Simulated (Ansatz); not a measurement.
MnNi₃:
```yaml
crystal:
  lattice:
    - [3.50446, 0.00000, 0.00000]
    - [0.00000, 3.50446, 0.00000]
    - [0.00000, 0.00000, 3.50446]
  atoms:
    - { symbol: Ni, position: [0.00000, 0.50000, 0.50000], spin: 0.5 }
    - { symbol: Ni, position: [0.50000, 0.00000, 0.50000], spin: 0.5 }
    - { symbol: Ni, position: [0.50000, 0.50000, 0.00000], spin: 0.5 }
    - { symbol: Mn, position: [0.00000, 0.00000, 0.00000], spin: 3.2 }
```

Relaxed with PBEsol. Special points in fractions of this cell's reciprocal vectors: Γ (0.000, 0.000, 0.000); X (0.000, 0.500, 0.000); M (0.500, 0.500, 0.000); R (0.500, 0.500, 0.500).

**Question.** List the band energies nearest the Fermi level at these points for PBEsol in the plane-wave PAW code Ansatz.

**Answer.** In eV from the Fermi level; about four levels below and three above (degenerate sets whole), none deeper than 8.9 eV; … stands for higher levels left out; points with the same levels are listed once.

| k | below | above |
|---|---|---|
| Γ ↑ | -0.39 -0.39 -0.39 -0.14 -0.14 | 0.26 0.26 0.26 |
| X ↑ | -1.00 -0.80 -0.63 -0.39 | 0.25 8.01 8.01 |
| M ↑ | -1.34 -1.24 -1.01 -1.01 | 1.03 1.03 1.66 |
| R ↑ | -0.12 -0.12 -0.10 -0.10 -0.10 | … |
| Γ ↓ | -1.54 -1.54 -1.54 -0.46 -0.46 | 0.12 0.41 0.41 0.41 |
| X ↓ | -0.94 -0.94 -0.79 -0.30 | 0.41 0.73 0.73 |
| M ↓ | -1.17 -1.17 -1.15 -0.83 -0.60 | 1.12 1.12 1.61 |
| R ↓ | -0.50 -0.14 -0.14 -0.14 | 0.19 0.19 0.19 |

Space group Pm-3m (Cu3Au type). The workflow started from an entry of the Crystallography Open Database (COD). Whether it is the stable phase at ambient conditions was not checked. The PBEsol relaxation kept the symmetry of its start; whether a distortion lowers the energy is not shown. The final state is ferromagnetic, chosen from 5 collinear starts compared on coarse meshes (ties went to the first, and starts can fall back to one state), not a proven ground state.

Potentials: the later of the program's two PAW sets.
